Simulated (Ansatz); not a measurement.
## K$_{2}$Pt (Fm-3m), an elastic constant from a strain scan

Theory: DFT r2SCAN, scalar-relativistic, plane waves, PAW (Ansatz). The runs took a 500 eV cutoff, a Γ-centred 6×6×6 mesh and Gaussian smearing (0.05 eV). Spin–orbit coupling is left out, which can shift energies with elements as heavy as these. No spin polarisation. Energies are free energies at this smearing, counted from the undisturbed cell; pressure is positive in compression.

Zero of the scan (as given, not relaxed at this level; it stands at -0.1 GPa, and it needn't be the usual structure):

```
K Pt
1.0
     0.00000    3.78146    3.78146
     3.78146    0.00000    3.78146
     3.78146    3.78146    0.00000
K Pt
2 1
Direct
  0.75000 0.75000 0.75000
  0.25000 0.25000 0.25000
  0.00000 0.00000 0.00000
```

The cell is strained by ε times the Voigt pattern (0, 0, 0, 1, 0, 0) (xx, yy, zz, yz, xz, xy; engineering shear) with fractional coordinates fixed. The cell holds 3 atoms in V0 = 108.15 Å³. The stress column is τ = (1/V0) dE/dε, got from the stress tensor σ (compression positive) at each point as −det(1 + εP) σ : P(1 + εP)⁻¹, with P the pattern as a tensor.

| ε | ΔE (meV/atom) | τ (GPa) |
| --- | --- | --- |
| -0.0175 | 0.315 | -0.160 |
| -0.0150 | 0.231 | -0.137 |
| -0.0125 | 0.161 | -0.114 |
| -0.0100 | 0.103 | -0.091 |
| -0.0075 | 0.057 | -0.069 |
| -0.0050 | 0.025 | -0.046 |
| -0.0025 | 0.006 | -0.023 |
| 0.0000 | 0.000 | 0.000 |
| 0.0025 | 0.006 | 0.023 |
| 0.0050 | 0.025 | 0.046 |
| 0.0075 | 0.057 | 0.069 |
| 0.0100 | 0.103 | 0.091 |
| 0.0125 | 0.161 | 0.114 |
| 0.0150 | 0.231 | 0.137 |
| 0.0175 | 0.315 | 0.160 |
| 0.0200 | ? | ? |

Problem. Which combination of elastic constants does this scan measure, and how large is it?

Solution. For small ε, τ = τ0 + Kε with K = pᵀCp, which for this pattern is C44 in the cubic axes. The parabola through τ at ε = -0.0025, 0 and 0.0025 has slope K = 9.1 GPa at zero. The energies per cell, E = NΔE, of the wider pair ε = ±0.0175 give K = 2[E(ε₊)/ε₊ − E(ε₋)/ε₋]/[(ε₊ − ε₋)V0] = 9.2 GPa, in agreement. These are clamped-ion values.

Problem. Predict the withheld row at ε = 0.0200 from the harmonic law, and compare.

Solution. ΔE = V0(τ0 ε + Kε²/2)/N = 0.412 meV/atom and τ = 0.18 GPa. The calculation gives 0.412 meV/atom and 0.18 GPa, a miss of 0.01 meV/atom at most, so the harmonic law still holds here.

Forces appear on the atoms along this scan, and letting them relax would lower the energy and soften the response.